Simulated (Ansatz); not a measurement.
A geometry of AlCu away from equilibrium: step 4 of the relaxation of a relaxed AlCu cell displaced along its unstable phonon at q = (½, ½, 0) of its primitive reciprocal cell (189i cm⁻¹), largest move 0.15 Å. Method: PBE (plane waves to 420 eV, PAW, scalar-relativistic; Ansatz, a program for electronic structure). Γ-centred k-mesh 11×11×11 on the run's cell (coarser than for final values), Fermi–Dirac smearing 0.05 eV. The plane waves were selected for a different cell earlier on the path.

```yaml
crystal:
  lattice:
    - [0.00000, 4.64097, 5.07157]
    - [2.32048, 2.32048, 5.07157]
    - [2.32048, 2.32048, 0.00000]
  atoms:
    - { symbol: Cu, position: [0.00000, 0.12060, 0.87940] }
    - { symbol: Cu, position: [0.50000, 0.87940, 0.12060] }
    - { symbol: Al, position: [0.00000, 0.61377, 0.38623] }
    - { symbol: Al, position: [0.50000, 0.38623, 0.61377] }
```

Q: Give the Cartesian forces on all atoms (eV/Å).

A: 
```csv
atom,Fx,Fy,Fz
Cu1,0.00,0.00,-0.12
Cu2,0.00,0.00,0.12
Al3,0.00,0.00,-0.60
Al4,0.00,0.00,0.60
```

The path ends in P4/nmm (No. 129) (AFLOW prototype AB_tP4_129_c_c (B11, as in TiCu)). No spin polarisation in the result.

The run could not lose the symmetry of its start: the end is stationary, and may be a saddle point rather than a minimum.

The end of the path is a generated cell of AlCu: the first start was made by placing the elements on the sites of a structure type, and the end was not matched to a known phase here, so it may be hypothetical.
